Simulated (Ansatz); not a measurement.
PbS:
```
PbS
1.0
    0.00000     2.97558     2.97558
    2.97558     0.00000     2.97558
    2.97558     2.97558     0.00000
Pb S
1 1
Direct
  0.50000   0.50000   0.50000
  0.00000   0.00000   0.00000
```

Relaxed with r²SCAN+D4. Special points in fractions of this cell's reciprocal vectors: Γ (0.000, 0.000, 0.000); X (0.500, 0.000, 0.500); U (0.625, 0.250, 0.625); K (0.375, 0.375, 0.750); L (0.500, 0.500, 0.500); W (0.500, 0.250, 0.750).

Task: List the band energies nearest the valence-band maximum at these points for plane-wave PAW r²SCAN+D4 with spin–orbit coupling (Ansatz code).

Result: In eV from the valence-band maximum; about four levels below and three above (degenerate sets whole), none deeper than 8.9 eV; points with the same levels are listed once.

```csv
k,below,above
Γ,-2.24 -2.24 -2.24 -2.24,3.70 3.70 6.28 6.28 6.28 6.28
X,-3.76 -3.76 -3.44 -3.44,4.21 4.21 4.77 4.77
U,-3.12 -3.12 -2.54 -2.54,3.20 3.20 4.40 4.40
L,-1.92 -1.92 0.00 0.00,0.15 0.15 1.82 1.82
W,-4.43 -4.43 -1.12 -1.12,2.17 2.17 4.84 4.84
```

Space group Fm-3m (rock salt). Symmetry was held in the r²SCAN+D4 relaxation.

Potentials: the later of the program's two PAW sets.
